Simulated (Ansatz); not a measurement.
## BN, first-principles data

BN:
```
CELL_PARAMETERS angstrom
      2.54801     0.00000     0.00000
     -1.27400     2.20664     0.00000
      0.00000     0.00000     8.37529
ATOMIC_POSITIONS crystal
  B  0.00000 0.00000 0.99977
  B  0.00000 0.00000 0.49977
  B  0.66667 0.33333 0.75047
  B  0.33333 0.66667 0.25047
  N  0.00000 0.00000 0.81317
  N  0.00000 0.00000 0.31317
  N  0.66667 0.33333 0.56222
  N  0.33333 0.66667 0.06222
```

Space group P6_3mc (No. 186); conventional cell a = b = 2.548 Å, c = 8.375 Å, α = β = 90.00°, γ = 120.00°.

Method: DFT-r²SCAN in the program Ansatz with PAW potentials. Geometry: relaxed at this level of theory. Other levels are named where they apply.

### Cell and energy

| Property | Value |
|---|---|
| Volume per atom | 5.89 Å³ |
| Density | 3.50 g/cm³ |
| Formation energy from the elements (no fitted shifts) | -1.30 eV/atom |

### Electronic structure

| Quantity | Value |
|---|---|
| Band gap | 6.08 eV (indirect) |
| Valence-band maximum | at Γ |
| Conduction-band minimum | at M (3 equivalent valleys) |
| Smallest direct gap on the standard path | 8.19 eV |
| Electron effective mass | 0.35, 0.48, 0.77 mₑ (principal values) |
| Hole effective mass, band 1 of 2 at the edge | 1.5 along x, 1.2 along z (mₑ) |
| Hole effective mass, band 2 of 2 at the edge | 0.34 along x, 1.2 along z (mₑ) |
| HSE06 gap on the r²SCAN cell | 6.91 eV |

### Mechanics

| Quantity | Value |
|---|---|
| Bulk modulus (Birch–Murnaghan fit) | 392 GPa |
| Pressure derivative B′ | 3.7 |
| Elastic constants (relaxed ions, GPa) | C11 = 967, C12 = 138, C13 = 69.5, C33 = 1040, C44 = 361 |
| Mechanical stability | stable (all eigenvalues of C positive) |
| Hill bulk and shear moduli | 392 and 405 GPa |
| Young's modulus | 903 GPa |
| Poisson's ratio | 0.12 |
| Debye temperature from the elastic constants | 1940 K |
| Piezoelectric stress constants (proper, relaxed ions, C/m²) | e15 = e24 = -0.48, e31 = e32 = -0.50, e33 = 1.16 |

### Dielectric response

| Property | Result |
|---|---|
| Electronic dielectric constant ε∞ (DFPT) | 4.44 (xx = yy), 4.53 (zz) |
| Static dielectric constant ε0 (ions relaxed, cell fixed) | 6.80 (xx = yy), 7.10 (zz) |
| Born charges (a third of the trace) | B +1.95 to +1.98, N -1.97 to -1.96 e |
| Largest static χ(2) component | 6.0 pm/V |

### Phonons

| Item | Result |
|---|---|
| Highest zone-centre frequency (without LO–TO term) | 1262 cm⁻¹ |
| Zone-centre stability | no imaginary mode at Γ |
| Dynamical stability on the path | stable (no imaginary branch) |
| Zero-point energy | 159.1 meV/atom |
| Vibrational entropy at 300 K | 3.3 J/(K·mol of atoms) |

### Charges

| Quantity | Value |
|---|---|
| Bader charges | B +2.25 to +2.26, N -2.26 to -2.25 e |

The cell is a constructed one: a structure type filled with these elements. Its sites differ from those of the usual phase in this space group: another stacking or structure type. Symmetry was held in the r²SCAN relaxation. Signs of piezoelectric constants follow the polarity of the cell as given. The references are the lowest solids computed at this level, not always the standard phases (solids in place of the gases).

Potentials: the later of the program's two PAW sets.
